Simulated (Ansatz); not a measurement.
Input file for Ansatz (a quantum-chemistry and plane-wave program):

Ansatz 0.2 input:
```yaml
crystal:
  lattice:
    - [3.3542622769, 0.0, 0.0]
    - [-1.6771311385, 2.9048763428, 0.0]
    - [0.0, 0.0, 4.0904537258]
  atoms:
    - { symbol: B, position: [0.0, 0.0, 0.0] }
    - { symbol: B, position: [0.0, 0.0, 0.5] }
    - { symbol: Rh, position: [0.6666666667, 0.3333333333, 0.75] }
    - { symbol: Rh, position: [0.3333333333, 0.6666666667, 0.25] }
kpoints:
  mp_grid: { grid: [29, 29, 21] }
hamiltonian:
  xc: pbesol
  pseudopotentials: { kind: paw }
scf:
  occupations: { method: fermi_dirac, width: 0.1 }
elastic: { mode: relaxed_ion, stencil: two_point, amplitude: 0.005, f_tol: 0.0005 }
```

Output (shortened):

```
Pseudopotential: B, paw, valence charge 3
Pseudopotential: Rh, paw, valence charge 17
Functional definition: PBEsol
Crystal: 4 atoms, lattice volume = 39.856 Å³
Basis set: ecut = 420 eV, 793 PW (Γ), exchange–correlation on 48×48×60 points (8 copies of the dense FFT grid, shifted against one another)
Bands: 24, of which v1, the nominal top of the filled ones, is band 20 counted from 1 (19 counted from 0)
Symmetry: 24 space group operations
Space group: P63/mmc (ITA 194), of the structure as read, at distance tolerance 3.4e-5 Å
k-points: 935 of 17661
SCF 1 converged in 10 iterations: F = -12984.568214 eV  dr2 = 1.31e-14
Crystal: 4 atoms, lattice volume = 39.657 Å³
Basis set: ecut = 420 eV, 769 PW (Γ), exchange–correlation on 48×48×60 points (8 copies of the dense FFT grid, shifted against one another)
Symmetry: 8 space group operations
k-points: 2475 of 17661
SCF 2 converged in 11 iterations: F = -12984.566643 eV  dr2 = 6.72e-14
relax step   1: F+E_penalty+E_count = -12984.56664268 eV  Δ(F+E_penalty+E_count) = +0.000e0 eV  max|allowed force component| = 1.034e-2 eV/Å  Δτ_max = 0.0000 Å  (11 SCF iters, accepted)
Crystal: 4 atoms, lattice volume = 39.657 Å³
SCF 3 converged in 7 iterations: F = -12984.566648 eV  dr2 = 6.97e-14
relax step   2: F+E_penalty+E_count = -12984.56664771 eV  Δ(F+E_penalty+E_count) = -5.028e-6 eV  max|allowed force component| = 4.207e-3 eV/Å  Δτ_max = 0.0003 Å  (7 SCF iters, accepted)
Crystal: 4 atoms, lattice volume = 39.657 Å³
SCF 4 converged in 11 iterations: F = -12984.566649 eV  dr2 = 2.94e-19
relax step   3: F+E_penalty+E_count = -12984.56664871 eV  Δ(F+E_penalty+E_count) = -9.967e-7 eV  max|allowed force component| = 1.838e-6 eV/Å  Δτ_max = 0.0002 Å  (11 SCF iters, accepted)
Crystal: 4 atoms, lattice volume = 39.657 Å³
SCF 5 converged in 11 iterations: F = -12984.566649 eV  dr2 = 3.45e-18
Crystal: 4 atoms, lattice volume = 40.056 Å³
SCF 6 converged in 11 iterations: F = -12984.566856 eV  dr2 = 5.68e-14
relax step   1: F+E_penalty+E_count = -12984.56685615 eV  Δ(F+E_penalty+E_count) = +0.000e0 eV  max|allowed force component| = 1.157e-2 eV/Å  Δτ_max = 0.0000 Å  (11 SCF iters, accepted)
Crystal: 4 atoms, lattice volume = 40.056 Å³
SCF 7 converged in 8 iterations: F = -12984.566864 eV  dr2 = 7.96e-15
relax step   2: F+E_penalty+E_count = -12984.56686388 eV  Δ(F+E_penalty+E_count) = -7.729e-6 eV  max|allowed force component| = 2.880e-4 eV/Å  Δτ_max = 0.0007 Å  (8 SCF iters, accepted)
Crystal: 4 atoms, lattice volume = 40.056 Å³
SCF 8 converged in 10 iterations: F = -12984.566864 eV  dr2 = 4.55e-18
Crystal: 4 atoms, lattice volume = 39.657 Å³
SCF 9 converged in 9 iterations: F = -12984.567324 eV  dr2 = 4.34e-14
Crystal: 4 atoms, lattice volume = 40.056 Å³
SCF 10 converged in 7 iterations: F = -12984.567045 eV  dr2 = 9.99e-15
Crystal: 4 atoms, lattice volume = 39.856 Å³
Basis set: ecut = 420 eV, 785 PW (Γ), exchange–correlation on 48×48×60 points (8 copies of the dense FFT grid, shifted against one another)
Symmetry: 4 space group operations
k-points: 4575 of 17661
SCF 11 converged in 9 iterations: F = -12984.567691 eV  dr2 = 5.99e-14
relax step   1: F+E_penalty+E_count = -12984.56769145 eV  Δ(F+E_penalty+E_count) = +0.000e0 eV  max|allowed force component| = 1.860e-4 eV/Å  Δτ_max = 0.0000 Å  (9 SCF iters, accepted)
Crystal: 4 atoms, lattice volume = 39.856 Å³
SCF 12 converged in 8 iterations: F = -12984.567691 eV  dr2 = 6.14e-16
Crystal: 4 atoms, lattice volume = 39.856 Å³
SCF 13 converged in 9 iterations: F = -12984.567691 eV  dr2 = 5.96e-14
relax step   1: F+E_penalty+E_count = -12984.56769145 eV  Δ(F+E_penalty+E_count) = +0.000e0 eV  max|allowed force component| = 1.860e-4 eV/Å  Δτ_max = 0.0000 Å  (9 SCF iters, accepted)
Crystal: 4 atoms, lattice volume = 39.856 Å³
SCF 14 converged in 8 iterations: F = -12984.567691 eV  dr2 = 6.66e-16
SCF converged after 10 iterations
Free energy (F): -12984.568214 eV
Harris-Foulkes:  -12984.568214 eV  (|F-HF|=1.82e-12)
Internal energy: -12984.550161 eV  (E = F + TS)
E sigma→0 (E₀):  -12984.559188 eV
Entropy (-TS):   -0.018053 eV (-4.513 meV/atom)
Fermi energy:    19.668608 eV
--- Per-component energies (eV) ---
  E_band       = -210.046608
  E_kinetic    = 1248.065115
  E_local      = -3654.703271  (includes V_loc(G=0)·N_el)
  E_nonlocal   = 736.222767
  E_hartree    = 1323.014446
  E_xc         = -507.447365
  E_vxc        = -635.203513  (∫ρ·V_xc dr)
  E_paw        = -7199.631526  (= ΣΔE_a)
  E_vpaw       = -550.458222  (= ΣTr[D̂ρ^β])
  E_aug_tail   = 0.001618  (compensation charges beyond the density's cutoff)
  E_ewald      = -4930.653767
  E_core_change = 0.581821  (= ΣΔE_core)
  E_smearing   = -0.018053  (= −TS)
  E_closure    = 0.000000  (closes the sum)
  Σ components = -12984.568214   (vs F -12984.568214, Δ=0.00e0)
--- Forces (eV/Å), atoms counted from 1 ---
  atom   1  B      0.00000000     0.00000000     0.00000000
  atom   2  B      0.00000000     0.00000000     0.00000000
  atom   3  Rh     0.00000000     0.00000000     0.00000000
  atom   4  Rh     0.00000000     0.00000000     0.00000000
  max |Σ_I F_I| component: 1.85e-17 eV/Å
--- Stress (GPa, compression-positive) ---
        0.075138       0.000000       0.000000
        0.000000       0.075138       0.000000
        0.000000       0.000000      -0.120050
  P = ⅓ Tr σ = 0.0101 GPa (0.101 kbar)
--- Band table (eV; the first three rows and the last of 935) ---
  k-point 0: bands = ["-59.4619", "-59.3970", "-27.5238", "-27.5238", "-27.4117", "-27.4072", "-27.4072", "-27.0344", "6.9537", "11.3119", "13.3602", "13.3602", "15.6805", "15.6805", "15.8977", "16.1686", "16.1686", "16.7272", "16.7272", "17.2943", "19.6449", …
  k-point 1: bands = ["-59.4615", "-59.3974", "-27.5231", "-27.5231", "-27.4097", "-27.4078", "-27.4078", "-27.0366", "6.9729", "11.2811", "13.3545", "13.3545", "15.7137", "15.7137", "15.8842", "16.0079", "16.0079", "16.8865", "16.8865", "17.2881", "19.7203", …
  k-point 2: bands = ["-59.4604", "-59.3985", "-27.5212", "-27.5212", "-27.4098", "-27.4098", "-27.4037", "-27.0432", "7.0303", "11.1893", "13.3396", "13.3396", "15.7178", "15.7178", "15.8105", "15.8105", "15.8519", "17.1705", "17.1705", "17.2691", "19.9365", …
  k-point 934: bands = ["-59.4251", "-59.4249", "-27.5702", "-27.5695", "-27.5211", "-27.5056", "-27.1549", "-27.1538", "10.1824", "10.3519", "13.1802", "13.2003", "15.5041", "15.5061", "15.7921", "16.0699", "17.2920", "17.3021", "17.7060", "17.7114", …
--- Elastic constants: 3 strain directions × 2 members + reference (group order 24) ---
  dense FFT box of the reference and of every strained cell: 24×24×30
  strains applied: 11, 33, 23; error gains …
  C = ∂σ_k/∂η_j (tension-positive GPa; Voigt order 11 22 33 23 13 12):
       468.065    219.715    259.701      0.000      0.000      0.000
       219.715    468.065    259.701      0.000      0.000      0.000
       259.514    259.514    330.663      0.000      0.000      0.000
         0.000      0.000      0.000    167.697      0.000      0.000
         0.000      0.000      0.000      0.000    167.697      0.000
         0.000      0.000      0.000      0.000      0.000    124.175
  reference stress σ⁰ (GPa):     -0.075     -0.075      0.120      0.000      0.000      0.000
  moduli (Voigt/Reuss/Hill, GPa): K = 304.96/298.16/301.56   G = 127.10/104.63/115.87   E = 308.14   ν = 0.330
  mechanically stable: yes (min eigenvalue of sym C = 100.96 GPa)
  strain η (Voigt 11):  stress-route row diagonal C_11 = 468.06 GPa, energy-path curvature d²(F+E_count+ΔE)/dδ²/Ω₀ = 468.05 GPa
         δ    σ_11 (GPa)             F (eV)   n_scf  n_hpsi   n_pw
    -5.000e-3      -2.4509      -12984.5666487      11  1077359    797   relax 3 steps, max|allowed force component| 1.84e-6 eV/Å
     5.000e-3       2.2297      -12984.5668639      10  1046606    803   relax 2 steps, max|allowed force component| 2.88e-4 eV/Å
  strain η (Voigt 33):  stress-route row diagonal C_33 = 330.66 GPa, energy-path curvature d²(F+E_count+ΔE)/dδ²/Ω₀ = 330.62 GPa
         δ    σ_33 (GPa)             F (eV)   n_scf  n_hpsi   n_pw
    -5.000e-3      -1.5544      -12984.5673242       9  426148    795   relax 0 steps, max|allowed force component| 1.13e-16 eV/Å
     5.000e-3       1.7523      -12984.5670448       7  341668    803   relax 0 steps, max|allowed force component| 1.80e-16 eV/Å
  strain η (Voigt 23):  stress-route row diagonal C_44 = 167.70 GPa, energy-path curvature d²(F+E_count+ΔE)/dδ²/Ω₀ = 167.68 GPa
         δ    σ_23 (GPa)             F (eV)   n_scf  n_hpsi   n_pw
    -5.000e-3      -0.8385      -12984.5676914       8  1689609    801   relax 1 steps, max|allowed force component| 1.86e-4 eV/Å
     5.000e-3       0.8385      -12984.5676914       8  1689343    801   relax 1 steps, max|allowed force component| 1.86e-4 eV/Å
```

Cost: very roughly 28 core-minutes on shared cores.

Space group P6_3/mmc (NiAs type). The first step of the workflow began from a Materials Project structure, measured or hypothetical; the Crystallography Open Database copy checked does not list it. Whether it is the stable phase at ambient conditions was not checked. The PBEsol relaxation kept the symmetry of its start; its stability against distortions is not shown here. The run is not spin-polarised. As this level gives no gap, shear constants depend on the k-mesh and smearing (Fermi–Dirac, 0.1 eV here). Spin–orbit coupling is left out wherever it is not named.

Potentials: the later of the program's two PAW sets.

Ansatz is a plane-wave DFT program.
